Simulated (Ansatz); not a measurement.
Ag (fcc (Cu type), Fm-3m) at seven volumes, DFT-r²SCAN in the program Ansatz with PAW potentials, scaled uniformly. One row is withheld.

```json
[
 {"V (Å³/atom)": "15.735", "P (GPa)": "?"},
 {"V (Å³/atom)": "16.253", "P (GPa)": "7.58"},
 {"V (Å³/atom)": "16.772", "P (GPa)": "3.42"},
 {"V (Å³/atom)": "17.291", "P (GPa)": "0.00"},
 {"V (Å³/atom)": "17.809", "P (GPa)": "-2.77"},
 {"V (Å³/atom)": "18.328", "P (GPa)": "-5.00"},
 {"V (Å³/atom)": "18.847", "P (GPa)": "-6.82"}
]
```

Task: Fit the shown pressures and predict the withheld one.

Result: P = (3/2)B₀(x^(7/2) − x^(5/2))[1 + (3/4)(B′ − 4)(x − 1)] with x = (V₀/V)^(2/3). Least squares on the six rows gives V₀ = 17.292 Å³/atom, B₀ = 102 GPa, B′ = 5.88. At V = 15.735, x = 1.0649 and P = 12.69 GPa. The run itself gave 12.65 GPa.

Symmetry was held in the r²SCAN relaxation. The run is not spin-polarised.

Potentials: the earlier of the program's two PAW sets.
